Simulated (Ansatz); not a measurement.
A geometry of TiO₂ away from equilibrium: step 3 of the relaxation of a generated cell, TiO2 built in the cotunnite structure type. Computed with r2SCAN (plane waves to 500 eV, PAW, scalar-relativistic; Ansatz, a program for electronic structure). Γ-centred k-mesh 5×8×4 on the run's cell, Fermi–Dirac smearing 0.05 eV. The plane waves were selected for a different cell earlier on the path.

```
TiO2
1.0
    5.18150     0.00000     0.00000
    0.00000     3.15634     0.00000
    0.00000     0.00000     6.25314
Ti O
4 8
Cartesian
  3.87059   0.78909   3.76883
  1.27984   0.78909   5.61089
  1.31091   2.36726   2.48432
  3.90165   2.36726   0.64225
  3.27898   0.78909   5.70580
  0.68824   0.78909   3.67391
  1.90251   2.36726   0.54734
  4.49326   2.36726   2.57923
  2.64933   0.78909   2.19034
  0.05858   0.78909   0.93623
  2.53217   2.36726   4.06281
  5.12292   2.36726   5.31691
```

Give the Cartesian forces on all atoms (eV/Å).


```csv
atom,Fx,Fy,Fz
Ti1,-0.22,0.00,-0.10
Ti2,-0.22,0.00,0.10
Ti3,0.22,0.00,0.10
Ti4,0.22,0.00,-0.10
O5,0.19,0.00,0.29
O6,0.19,0.00,-0.29
O7,-0.19,0.00,-0.29
O8,-0.19,0.00,0.29
O9,-0.01,0.00,-0.10
O10,-0.01,0.00,0.10
O11,0.01,0.00,0.10
O12,0.01,0.00,-0.10
```

The path ends in Pnma (No. 62) (AFLOW prototype A2B_oP12_62_2c_c (C23, as in PbCl2)). No spin polarisation in the result.

The run could not lose the symmetry of its start; a randomly shaken copy of 12 atoms returns to this structure.

The first start was generated by placing the elements on the sites of a structure type. A measured structure of TiO2 has the same space group, Pnma (No. 62); the sites were not compared with it. Another known form has space group No. 61.
